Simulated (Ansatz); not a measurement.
# YbHRh3 (Pm-3m)

The calculation used DFT PBE, scalar-relativistic, plane waves, PAW in Ansatz.

Plane waves to 420 eV, a k mesh through Γ of 8×8×8 on the computed 5-atom cell and Gaussian smearing (0.10 eV); collinear spin from starting moments 0.6 0.5 0.9 0.9 0.9 μB.

The structure is relaxed at this level of theory with its symmetry kept, and needn't be the ground state of this composition.

```
CELL_PARAMETERS angstrom
4.93020 0.00000 0.00000
0.00000 4.93020 0.00000
0.00000 0.00000 4.93020
ATOMIC_POSITIONS crystal
Yb 0.00000 0.00000 0.00000
H 0.50000 0.50000 0.50000
Rh 0.50000 0.00000 0.00000
Rh 0.00000 0.50000 0.00000
Rh 0.00000 0.00000 0.50000
```

```json
{
 "Space group": "Pm-3m (No. 221)",
 "Volume per atom": "23.97 Å³",
 "Formation energy from the elements' standard states (uncorrected)": "+2.002 eV/atom",
 "Kohn–Sham band gap": "none (metal)",
 "Density of states at the Fermi level": "14.0 states/eV per cell",
 "Orbital (Löwdin) character within 0.5 eV of the Fermi level": "Rh 4d 61 %, Yb 4f 31 %",
 "Bader charge by site (e)": "Yb (1 in the cell) 0.94, H (1 in the cell) -0.11, Rh (3 in the cell) -0.28",
 "Total moment": "3.77 μB per cell",
 "Moment by site (μB)": "Yb1 0.56, H2 0.48, Rh3 0.85, Rh4 0.85, Rh5 0.85"
}
```

Spin-orbit coupling is left out, which matters for the bands of heavy elements.

Only this magnetic start was tried.

The cell was found from a structure generator's guess, not taken from experiment. The 4f shell has no Hubbard U here. Löwdin shares on free-atom orbitals overweight diffuse shells.
